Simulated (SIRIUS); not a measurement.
Consider a self-consistent single point of InSe (Pm, 8 atoms in the cell; from Materials Project mp-1079260, changed as shown).

```
InSe
1.0
    4.04733     0.00000     0.00000
   -1.98319     3.43499     0.00000
    0.00000     0.00000    18.05206
In Se
4 4
Direct
  0.00000   0.00000   0.57739
  0.00000   0.00000   0.42261
  0.33333   0.66667   0.92261
  0.33333   0.66667   0.07739
  0.66667   0.33333   0.85300
  0.66667   0.33333   0.14700
  0.33333   0.66667   0.64702
  0.33333   0.66667   0.35298
```

Method: PBEsol, PseudoDojo 0.4 standard norm-conserving PBEsol (tails mended) pseudopotentials (plane waves; SIRIUS).

SIRIUS settings:

- parameters.ngridk: 3 3 1
- parameters.xc_functionals: [XC_GGA_X_PBE_SOL, XC_GGA_C_PBE_SOL]
- parameters.gk_cutoff: 9.274 1/bohr
- parameters.pw_cutoff: 18.548 1/bohr
- parameters.smearing: gaussian
- parameters.smearing_width: 0.000367493 Ha
- potentials: PseudoDojo 0.4 standard norm-conserving PBEsol (tails mended) pseudopotentials
- parameters.electronic_structure_method: pseudopotential
- parameters.num_bands: 70
- parameters.num_mag_dims: 0
- parameters.num_dft_iter: 100
- parameters.energy_tol: 1e-07 Ha
- parameters.density_tol: 1e-06
- mixer.type: broyden2
- mixer.beta: 0.3
- mixer.use_hartree: true

Results:

- Number of valence electrons = 116
- Number of bands = 70
- Number of k-points after the program's reduction = 5
- Number of plane waves (most at a k-point) = 22857
- Number of SCF iterations = 18
- FFT grid = 48 × 48 × 216
- Free energy E − TS = -20401.4655 eV
- Pressure = 1.14 GPa
- Largest force (vector length) = 0.262 eV/Å

Forces (eV/Å):
```json
[
 {"atom": "In1", "Fx": "-0.053", "Fy": "-0.097", "Fz": "-0.232"},
 {"atom": "In2", "Fx": "-0.053", "Fy": "-0.097", "Fz": "0.232"},
 {"atom": "In3", "Fx": "-0.053", "Fy": "-0.098", "Fz": "0.237"},
 {"atom": "In4", "Fx": "-0.053", "Fy": "-0.098", "Fz": "-0.237"},
 {"atom": "Se5", "Fx": "0.053", "Fy": "0.098", "Fz": "-0.164"},
 {"atom": "Se6", "Fx": "0.053", "Fy": "0.098", "Fz": "0.164"},
 {"atom": "Se7", "Fx": "0.052", "Fy": "0.097", "Fz": "0.163"},
 {"atom": "Se8", "Fx": "0.052", "Fy": "0.097", "Fz": "-0.163"}
]
```

Stress (GPa, positive for compression):
```
 1.16  -0.38   0.00
-0.38   2.48   0.00
 0.00   0.00  -0.21
```

For comparison: a first run was changed to give this one (lattice vector b scaled by 0.98), and from it to this one the free energy rises by 6.3 meV/atom, the pressure goes from 0.12 to 1.14 GPa and the largest force goes from 0.077 to 0.262 eV/Å.

The structure comes from a collection of computed structures, made at another level of theory; the collection holds predicted forms beside known ones.

Cost on one core: roughly 3.0 core-minutes.

“Tails mended”: in these copies of the files the far tail of each local potential was reset to the Coulomb form.
